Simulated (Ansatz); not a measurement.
In2O3:
```
CELL_PARAMETERS angstrom
      3.39391     0.00000     0.00000
     -1.69695     2.93921     0.00000
      0.00000     0.00000     6.21562
ATOMIC_POSITIONS crystal
  In 0.33333 0.66667 0.23348
  In 0.66667 0.33333 0.76652
  O  0.00000 0.00000 0.00000
  O  0.33333 0.66667 0.65842
  O  0.66667 0.33333 0.34158
```

Relaxed with HSE06. Special points in fractions of this cell's reciprocal vectors: Γ (0.000, 0.000, 0.000); M (0.500, 0.000, 0.000); K (0.333, 0.333, 0.000); A (0.000, 0.000, 0.500); L (0.500, 0.000, 0.500); H (0.333, 0.333, 0.500).

**Question.** List the band energies nearest the valence-band maximum at these points for HSE06 (plane waves, PAW; program Ansatz).

**Answer.** In eV from the valence-band maximum; about four levels below and three above (degenerate sets whole), none deeper than 8.9 eV; … stands for higher levels left out; points with the same levels are listed once.

| k | below | above |
|---|---|---|
| Γ | -1.07 -1.07 -0.58 -0.58 0.00 | 2.25 6.73 7.49 |
| M | -1.46 -1.13 -0.56 -0.51 | 5.82 8.21 8.91 |
| K | -3.33 -3.33 -0.42 -0.42 -0.08 | 7.84 7.84 10.65 |
| A | -0.77 -0.77 -0.73 -0.73 | 4.26 5.36 7.20 |
| L | -1.91 -1.51 -0.25 -0.08 | 6.19 8.09 8.10 |
| H | -2.32 -2.32 -1.17 -1.17 -0.55 | 7.89 7.89 … |

Space group P-3m1 (La2O3 or Ni2Al3 type). A made-up cell: these elements were put on the sites of a structure type; neither database checked (COD, Materials Project) lists it. It is not the phase usual at ambient conditions (space group No. 206). The cell was relaxed with HSE06 under the symmetry of its start; whether a distortion lowers the energy is not shown. The hybrid was solved on a coarse mesh, the path and, where they were found, the r²SCAN edge points; its band edges are the extreme levels among these. Spin–orbit coupling is left out wherever it is not named.

Potentials: the later of the program's two PAW sets.
